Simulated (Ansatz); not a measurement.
Te₂Pd:
```
CELL_PARAMETERS angstrom
      4.01060     0.00000     0.00000
     -2.00530     3.47328     0.00000
      0.00000     0.00000     5.03299
ATOMIC_POSITIONS crystal
  Pd 0.00000 0.00000 0.00000
  Te 0.33333 0.66667 0.26729
  Te 0.66667 0.33333 0.73271
```

Relaxed with LDA. Special points in fractions of this cell's reciprocal vectors: Γ (0.000, 0.000, 0.000); M (0.500, 0.000, 0.000); K (0.333, 0.333, 0.000); A (0.000, 0.000, 0.500); L (0.500, 0.000, 0.500); H (0.333, 0.333, 0.500).

Q: List the band energies nearest the Fermi level at these points for the program Ansatz at the LDA with spin–orbit coupling level (PAW).

A: In eV from the Fermi level; about four levels below and three above (degenerate sets whole), none deeper than 8.9 eV; points with the same levels are listed once.

```json
[
 {"k": "Γ", "below": "-2.39 -2.39 -0.60 -0.60", "above": "0.27 0.27 0.44 0.44"},
 {"k": "M", "below": "-2.40 -2.40 -0.01 -0.01", "above": "2.50 2.50 3.96 3.96"},
 {"k": "K", "below": "-0.44 -0.44 -0.34 -0.34", "above": "3.68 3.68 6.81 6.81"},
 {"k": "A", "below": "-0.88 -0.88 -0.68 -0.68", "above": "1.76 1.76 2.22 2.22"},
 {"k": "L", "below": "-1.95 -1.95 -0.30 -0.30", "above": "0.02 0.02 1.42 1.42"},
 {"k": "H", "below": "-2.68 -2.68 -2.58 -2.58", "above": "2.51 2.51 2.83 2.83"}
]
```

Space group P-3m1. The workflow started from an entry of the Crystallography Open Database (COD). Its standing as an ambient phase is unchecked. The cell was relaxed with LDA under the symmetry of its start; its stability against distortions is not shown here. The run is not spin-polarised. A crystal of weakly bound layers computed without a dispersion correction: the cell and the soft elastic constants depend strongly on that.

Potentials: the later of the program's two PAW sets.
